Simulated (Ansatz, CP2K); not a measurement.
Cost and result for the equilibrium volume of Zr3S2

Space group R32:H (No. 155). a = 5.805 Å, b = 5.805 Å, c = 10.463 Å, α = 90.00°, β = 90.00°, γ = 120.00°
```tsv
atom	site	symmetry	x	y	z
Zr	9e	.2	0.6721	0.0054	0.1667
S	6c	3.	0.3333	0.6667	0.3317
```

The cell comes from a database or a generator and needn't be the stable form of this composition.

```tsv
rung	level	program and potentials	cutoff (eV)	k mesh	smearing	core time	chip	equilibrium volume (Å³/atom)	notes
LDA	LDA	Ansatz, Ansatz PAW	420	6 × 6 × 6	fermi-dirac 0.05	22 s	Intel Xeon 6975P-C Granite Rapids	19.13	potentials made for PBE, which Ansatz adapts in part
GGA	PBE	Ansatz, Ansatz PAW	420	6 × 6 × 6	fermi-dirac 0.05	50 s	Arm Neoverse V1	(a)	-
meta-GGA	r2SCAN	Ansatz, Ansatz PAW	500	6 × 6 × 6	fermi-dirac 0.05	2.2 min	Arm Neoverse V1	20.23	potentials made for PBE, which Ansatz adapts in part
GGA	PBEsol	CP2K, POTENTIAL_UZH Zr GTH-PBE-q12, S GTH-PBE-q6; TZVP-MOLOPT-PBE-GTH basis	-	5 × 5 × 5	fermi-dirac 0.026	18 min	Intel Xeon Platinum 8488C Sapphire Rapids	19.74	atomic basis; potentials made for PBE
```

Times are single runs on shared hosts and different chips, so they are rough; meshes, cutoffs and the tasks' sizes weigh on the time. Task: relaxation of cell and atoms. All rows: no spin polarisation. Smearing widths are in eV. For a metal such meshes aren't converged. Meshes differ between rows, which moves values too. Meshes are those of the run's cell of 5 atoms unless a note names another. Relaxations start from the cell shown or near it and stop with a little pressure left. Runs on faulty files, with rough fits or with known faults for this quantity aren't shown. No row holds spin-orbit coupling.

Q: Estimate the value left out from the other rows.

A: (a) 20.21 Å³/atom.
